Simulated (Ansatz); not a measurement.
SnO in space group P4_2/mmc (No. 131; Sn on 2c, O on 2f) at seven volumes, PBE (plane waves, PAW; program Ansatz), shape and atoms relaxed at each. One row is withheld.

```csv
V (Å³/atom),P (GPa)
15.373,?
15.880,5.55
16.387,2.54
16.893,0.00
17.400,-2.11
17.907,-3.83
18.414,-5.26
```

**Question.** Fit the shown pressures and predict the withheld one.

**Answer.** P = (3/2)B₀(x^(7/2) − x^(5/2))[1 + (3/4)(B′ − 4)(x − 1)] with x = (V₀/V)^(2/3). Least squares on the six rows gives V₀ = 16.893 Å³/atom, B₀ = 76.5 GPa, B′ = 5.22. At V = 15.373, x = 1.0649 and P = 9.23 GPa. The run itself gave 9.20 GPa.

A made-up cell: these elements were put on the sites of a structure type; neither database checked (COD, Materials Project) lists it. It is not the phase usual at ambient conditions (space group No. 129). The PBE relaxation kept the symmetry of its start; its stability against distortions is not shown here. Spin–orbit coupling is left out wherever it is not named.

Potentials: the later of the program's two PAW sets.
